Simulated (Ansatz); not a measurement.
Ge in space group I4_132 (No. 214; Ge on 8a) at seven volumes, PBE (plane waves, PAW; program Ansatz), scaled uniformly. One row is withheld.

```json
[
 {"V (Å³/atom)": "37.815", "P (GPa)": "2.53"},
 {"V (Å³/atom)": "39.062", "P (GPa)": "1.54"},
 {"V (Å³/atom)": "40.309", "P (GPa)": "0.71"},
 {"V (Å³/atom)": "41.555", "P (GPa)": "0.00"},
 {"V (Å³/atom)": "42.802", "P (GPa)": "-0.61"},
 {"V (Å³/atom)": "44.049", "P (GPa)": "?"},
 {"V (Å³/atom)": "45.295", "P (GPa)": "-1.57"}
]
```

**Question.** Fit the shown pressures and predict the withheld one.

**Answer.** P = (3/2)B₀(x^(7/2) − x^(5/2))[1 + (3/4)(B′ − 4)(x − 1)] with x = (V₀/V)^(2/3). Least squares on the six rows gives V₀ = 41.550 Å³/atom, B₀ = 21.9 GPa, B′ = 4.31. At V = 44.049, x = 0.9618 and P = -1.13 GPa. The run itself gave -1.13 GPa.

The start of the workflow was typed in or built on a structure type; neither database checked (COD, Materials Project) lists it. It is not the phase usual at ambient conditions (space group No. 227). The PBE relaxation kept the symmetry of its start; its stability against distortions is not shown here. The volume moved by 52 % from the start of the relaxation.

Potentials: the later of the program's two PAW sets.
